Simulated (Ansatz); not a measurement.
Input:

Relaxed ZnS (wurtzite):

```
ZnS
1.0
    3.80610     0.00000     0.00000
   -1.90305     3.29618     0.00000
    0.00000     0.00000     6.24474
Zn S
2 2
Direct
  0.66667   0.33333   0.99975
  0.33333   0.66667   0.49975
  0.66667   0.33333   0.62545
  0.33333   0.66667   0.12545
```

In this cell atom 1 (Zn, nearest neighbour S at 2.333 Å; its periodic images, 3.8 Å or more away, move with it) is moved by s along Cartesian x, unit vector (1.000, 0.000, 0.000); all other atoms and the cell stay fixed.

Calculation: r2SCAN (plane waves to 500 eV, PAW, scalar-relativistic; Ansatz, a quantum-chemistry and plane-wave program). k mesh 8×8×5 (Γ-centred), Fermi-Dirac smearing 0.05 eV. Energies are smeared free energies. ZnS was relaxed with its symmetry unable to fall. The zero of ΔE is the undisplaced structure.

The scan covers s from -0.230 to 0.230 Å in 11 points.

Is the energy the same for equal positive and negative displacements?

Even: the same for both signs. With its periodic images moving along, the atom's site symmetry in this cell is 3m..

What is the force constant k = d²E/ds² of this move at s = 0?

5.83 eV/Å².

(For displaced atoms, the force is minus the slope of the energy, and its curvature is a force constant, which sets phonon frequencies.)
